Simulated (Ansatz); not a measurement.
The relaxed structure here is a generated cell of Cu2O: the first start was made by placing the elements on the sites of a structure type, and the end was not matched to a known phase here, so it may be hypothetical. Known forms of Cu2O include space group No. 224.

A relaxed structure of Cu2O. Space group Fd-3m (No. 227), cubic Laves (MgCu2 type). Computed with r2SCAN (plane waves to 500 eV, PAW, scalar-relativistic; Ansatz, an electronic-structure program).

```cif
data_Cu16O8
_chemical_formula_sum 'Cu16 O8'
_space_group_name_H-M_alt 'Fd-3m :1'
_space_group_IT_number 227
_space_group_name_Hall 'F 4d 2 3 -1d'
_cell_length_a 6.52081
_cell_length_b 6.52081
_cell_length_c 6.52081
_cell_angle_alpha 90.000
_cell_angle_beta 90.000
_cell_angle_gamma 90.000
loop_
_atom_site_label
_atom_site_type_symbol
_atom_site_symmetry_multiplicity
_atom_site_Wyckoff_symbol
_atom_site_fract_x
_atom_site_fract_y
_atom_site_fract_z
_atom_site_occupancy
Cu1 Cu 16 c 0.12500 0.12500 0.12500 1
O1 O 8 b 0.50000 0.50000 0.50000 1
```
(The calculation used a cell of 6 atoms; values per cell refer to that cell.)

```json
{
  "volume_per_atom": "11.55 Å³",
  "density": "6.86 g/cm³",
  "band_gap": "no gap (metallic)",
  "shortest_distances": "Cu–Cu 2.31 Å; Cu–O 2.70 Å; O–O 2.82 Å",
  "k-mesh": "12×12×12"
}
```

Band energies at high-symmetry points (eV from the Fermi level; labels of this space group; no spin-orbit coupling), from −5 eV up to 4.3 eV:

| point | energies |
|---|---|
| Γ | -4.05 -4.05 -4.05 -3.58 -3.58 -3.58 -3.03 -3.03 -2.43 -1.76 -1.76 -1.76 -1.13 -1.13 -1.13 -1.03 -1.03 -1.03 -0.96 -0.96 -0.42 -0.42 -0.42 -0.15 -0.15 -0.15 1.47 |
| X | -3.92 -3.92 -3.18 -3.18 -3.11 -3.11 -2.79 -2.79 -2.07 -2.07 -1.88 -1.88 -1.86 -1.86 -1.74 -1.74 -1.14 -1.14 -1.01 -1.01 -0.49 -0.49 -0.04 -0.04 0.97 0.97 |
| U | -4.63 -3.82 -3.81 -3.34 -3.14 -3.07 -2.97 -2.82 -2.47 -2.31 -2.28 -2.00 -1.85 -1.75 -1.68 -1.54 -1.40 -1.12 -1.10 -1.05 -0.92 -0.76 -0.46 -0.39 -0.06 1.01 1.02 4.03 |
| K | -4.63 -3.82 -3.81 -3.34 -3.14 -3.07 -2.97 -2.82 -2.47 -2.31 -2.28 -2.00 -1.85 -1.75 -1.68 -1.54 -1.40 -1.12 -1.10 -1.05 -0.92 -0.76 -0.46 -0.39 -0.06 1.01 1.02 4.03 |
| L | -4.07 -3.49 -3.49 -3.37 -3.37 -3.24 -3.06 -2.78 -2.78 -2.24 -2.24 -2.10 -1.57 -1.57 -1.51 -1.29 -1.29 -1.05 -1.03 -1.03 -0.84 -0.84 -0.21 -0.15 -0.13 -0.13 1.40 |
| W | -3.65 -3.65 -3.26 -3.26 -3.13 -3.13 -2.48 -2.48 -2.34 -2.34 -1.91 -1.91 -1.76 -1.76 -1.49 -1.49 -1.08 -1.08 -0.87 -0.87 -0.75 -0.75 -0.26 -0.26 1.00 1.00 |

No spin polarisation in the result. No Hubbard U is applied.

The run could not lose the symmetry of its start: the end is stationary, and may be a saddle point rather than a minimum.

All atoms sit on sites fixed by symmetry, so only the cell could relax.
